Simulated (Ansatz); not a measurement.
ZnCu2SnS4 (kesterite type, space group I-4)

```
CELL_PARAMETERS angstrom
     -2.73424     2.73424     5.46757
      2.73424    -2.73424     5.46757
      2.73424     2.73424    -5.46757
ATOMIC_POSITIONS crystal
  Cu 0.00000 0.00000 0.00000
  Cu 0.75000 0.25000 0.50000
  Zn 0.25000 0.75000 0.50000
  Sn 0.50000 0.50000 0.00000
  S  0.63691 0.62896 0.52468
  S  0.10428 0.11223 0.47532
  S  0.37104 0.89572 0.00795
  S  0.88777 0.36309 0.99205
```

The volume is varied about the relaxed value V₀ at fixed cell shape. The atoms relax within the cell's symmetry.

Calculation: PBE (plane waves to 420 eV, PAW, scalar-relativistic; Ansatz, a program for electronic structure). k mesh 9×9×9 (Γ-centred), Fermi-Dirac smearing 0.05 eV. Energies are smeared free energies. Stress and pressure are positive under compression. With the shape held, the modulus is that of even scaling; a crystal free to change shape is softer. At this level the bands of ZnCu2SnS4 touch or barely overlap; measurements give the solid a gap. The PAW data are Ansatz's earlier set. ZnCu2SnS4 is run without spin polarisation. ZnCu2SnS4 was relaxed with its symmetry unable to fall. ΔE is measured from the relaxed starting cell.

```
V/V₀   ΔE (meV/atom)  P (GPa)
-----  -------------  -------
0.940             18      4.9
0.950             12      3.9
0.960              8      3.1
0.970              4      2.2
0.980              2      1.4
0.990              0      0.7
1.000              0      0.0
1.010              0     -0.7
1.020              2     -1.3
1.030              4     -1.9
1.040              6     -2.4
1.050             10     -2.9
1.060             14     -3.4
```

Read from the data:

- Pressure at the smallest volume = 4.9 GPa
- Energy cost of the largest compression = 18 meV/atom
- Energy cost of the largest expansion = 14 meV/atom
- Bulk modulus at fixed cell shape B₀ (third-order Birch-Murnaghan fit) = 68.0 GPa
- Pressure derivative B₀′ (fit) = 4.9
- Equilibrium volume of the fit = 20.44 Å³/atom
- Pressure for 5 % compression (fit) = 3.9 GPa

The 13 points together took about 50 core-minutes (a rough figure).

(A scan under strain: stresses follow from slopes of the energy per volume, elastic moduli from its curvatures.)
